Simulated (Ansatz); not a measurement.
YB6 in space group Pm-3m (No. 221; Y on 1a, B on 6f) under volume change, PBEsol in the plane-wave PAW code Ansatz, shape and atoms relaxed at each volume.

```json
[
 {"V (Å³/atom)": "8.800", "E − E(relaxed) (meV/atom)": "[?]", "P (GPa)": "[?]"},
 {"V (Å³/atom)": "9.090", "E − E(relaxed) (meV/atom)": "21.1", "P (GPa)": "12.24"},
 {"V (Å³/atom)": "9.380", "E − E(relaxed) (meV/atom)": "5.0", "P (GPa)": "5.70"},
 {"V (Å³/atom)": "9.670", "E − E(relaxed) (meV/atom)": "0.0", "P (GPa)": "0.00"},
 {"V (Å³/atom)": "9.960", "E − E(relaxed) (meV/atom)": "4.6", "P (GPa)": "-4.97"},
 {"V (Å³/atom)": "10.250", "E − E(relaxed) (meV/atom)": "17.6", "P (GPa)": "-9.30"},
 {"V (Å³/atom)": "10.540", "E − E(relaxed) (meV/atom)": "[?]", "P (GPa)": "[?]"}
]
```

### Question
Some entries are withheld; supply them.

### Answer

- 8.800, E − E(relaxed) (meV/atom): 50.0
- 8.800, P (GPa): 19.76
- 10.540, E − E(relaxed) (meV/atom): 37.9
- 10.540, P (GPa): -13.07

### Question
What does a third-order Birch–Murnaghan fit give for V₀, B₀ and B′?

### Answer
V₀ = 9.67 Å³/atom, B₀ = 177 GPa, B′ = 3.6.

The first step of the workflow began from a Materials Project structure, measured or hypothetical; the Crystallography Open Database files this formula in space group No. 221, but the cells were not matched. Its standing as an ambient phase is unchecked. Symmetry was held in the PBEsol relaxation; its stability against distortions is not shown here. The run is not spin-polarised.

Potentials: the later of the program's two PAW sets.
